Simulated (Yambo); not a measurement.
Yambo run on Sr2NH (space group R-3m, No. 166). The wavefunctions are PBEsol (pw.x of Quantum ESPRESSO, ONCV potentials, no spin-orbit coupling) ones on a 4×4×4 mesh (13 occupied bands); a = 6.6758 Å, b = 6.6758 Å, c = 6.6758 Å, α = 33.19°, β = 33.19°, γ = 33.19°.

Yambo input:

```
rim_cut
HF_and_locXC
RandQpts= 1000000
RandGvec= 1 Ry
EXXRLvcs= 84 Ry
VXCRLvcs= 336 Ry
% QPkrange
 1 | 1 | 13 | 14 |
 3 | 3 | 13 | 14 |
 7 | 7 | 13 | 14 |
 13 | 13 | 13 | 14 |
%
```

k points by index: 1 = Γ, 3 = L, 7 = F, 13 = Z.

Resulting energies as the program prints them:

```
#    K-point    Band    Eo [eV]    Ehf [eV]    Vxc [eV]    Vnlxc [eV]
#
    1    13    -0.201647    -3.557114    -14.66426    -18.01973
    1    14    4.344893    8.868958    -12.44836    -7.924290
    3    13    0.000000    -3.429854    -15.05340    -18.48325
    3    14    1.750865    5.859497    -8.165577    -4.056946
    7    13    -0.049399    -3.410337    -14.90119    -18.26213
    7    14    2.102185    6.761799    -9.195167    -4.535553
    13    13    -0.169175    -3.557758    -14.75784    -18.14642
    13    14    2.119645    6.177216    -8.896381    -4.838809
```
Exchange alone, without screening.

Geometry of the Materials Project entry, not relaxed at this level.

The structure is a Materials Project entry; no match was found in the copy of COD used, and its stability was not checked.
